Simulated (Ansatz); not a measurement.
Steps from a short run of molecular dynamics on a 1×2×2 supercell (24 atoms) of SiO2 (P4_2/mnm), relaxed with r2SCAN; forces from PBE in the plane-wave code Ansatz, 4×2×2 mesh, Fermi-Dirac smearing of 0.112 eV, a Nosé-Hoover thermostat at fixed volume, set at 1300 K. Spin polarisation is off, nuclei are classical, and the run is far too short for thermal averages.

Cell vectors in Å:
```
4.1852 0.0000 0.0000
0.0000 8.3704 0.0000
0.0000 0.0000 5.3377
```

Question: At 9 fs the positions in Å are
```
Si   0.009  -0.002   0.000
Si   2.037   2.121   1.289
O    1.233   1.296   0.040
O    0.833   3.465   1.323
O    2.889   2.928  -0.030
O    3.263   0.817   1.408
Si   0.091   0.042   2.707
Si   2.142   2.140   4.057
O    1.345   1.191   2.686
O    0.878   3.324   4.052
O    2.998   2.952   2.573
O    3.442   0.796   4.107
Si   0.029   4.200  -0.022
Si   2.150   6.192   1.287
O    1.255   5.442  -0.073
O    0.733   7.577   1.364
O    2.858   7.081  -0.038
O    3.351   4.948   1.348
Si  -0.028   4.222   2.709
Si   2.060   6.248   3.936
O    1.183   5.388   2.635
O    0.867   7.522   4.088
O    2.716   7.195   2.654
O    3.425   4.952   3.977
```
What are the forces, and how far does the free energy (smearing included) lie above that of step 0, with the atoms on their sites?

Answer: 99.7 meV an atom; forces in eV/Å:
```
Si  -0.496  -0.661   2.846
Si   1.115  -0.440   2.140
O    0.786   0.260  -0.591
O    0.626  -1.728   0.110
O    1.162   0.507   0.981
O    2.027  -0.259  -1.273
Si  -1.877  -0.210  -0.405
Si  -0.491  -1.795  -2.640
O    0.287   2.698   0.749
O   -1.288   0.916  -1.271
O   -2.113  -1.791   2.174
O   -1.417   1.288  -2.358
Si   0.252  -1.046   1.001
Si  -1.263   1.780   0.270
O    0.664   0.171   1.021
O    0.467  -1.267  -0.667
O    0.622  -0.822   0.483
O   -0.648   1.579  -1.033
Si   1.262  -2.752  -2.246
Si  -0.038   0.985   0.737
O    2.714   2.289   0.344
O   -1.974   0.777  -1.507
O    1.868  -2.272  -0.019
O   -2.246   1.794   1.153
```

Question: At 21 fs the positions in Å are
```
Si  -0.009  -0.025   0.096
Si   2.017   2.139   1.310
O    1.227   1.330   0.055
O    0.894   3.467   1.322
O    2.940   2.980  -0.006
O    3.267   0.807   1.412
Si   0.135   0.087   2.742
Si   2.191   2.134   4.031
O    1.429   1.249   2.751
O    0.876   3.324   4.024
O    2.985   2.903   2.599
O    3.442   0.853   4.093
Si   0.069   4.184  -0.018
Si   2.169   6.158   1.239
O    1.261   5.422  -0.095
O    0.664   7.520   1.368
O    2.844   7.027  -0.055
O    3.307   4.966   1.307
Si  -0.020   4.176   2.684
Si   2.019   6.249   3.883
O    1.219   5.422   2.611
O    0.800   7.532   4.095
O    2.614   7.181   2.627
O    3.361   4.996   3.998
```
What are the forces, and how far does the free energy (smearing included) lie above that of step 0, with the atoms on their sites?

Answer: 95.6 meV an atom; forces in eV/Å:
```
Si  -1.592   0.409  -0.734
Si   2.281  -0.674   0.924
O    0.891  -0.175  -0.254
O   -0.710  -1.013   0.578
O   -0.261  -1.122   0.279
O    2.069   0.062  -1.005
Si  -1.972  -0.681  -0.325
Si  -0.098  -0.625  -0.146
O   -2.091   0.509  -0.858
O   -0.935   0.856  -1.029
O   -0.575  -0.041   1.382
O   -0.341  -0.106  -0.670
Si  -1.120   0.207  -0.361
Si  -2.010   2.388   1.099
O   -0.048   0.227   1.013
O    0.928  -0.287   0.468
O    0.621   0.882   0.216
O    2.022  -0.832   0.342
Si   0.329   0.215  -0.273
Si   0.514   0.759   1.721
O   -0.141  -0.322  -0.012
O   -1.262   0.725  -1.068
O    3.129  -0.927  -0.342
O    0.374  -0.433  -0.945
```
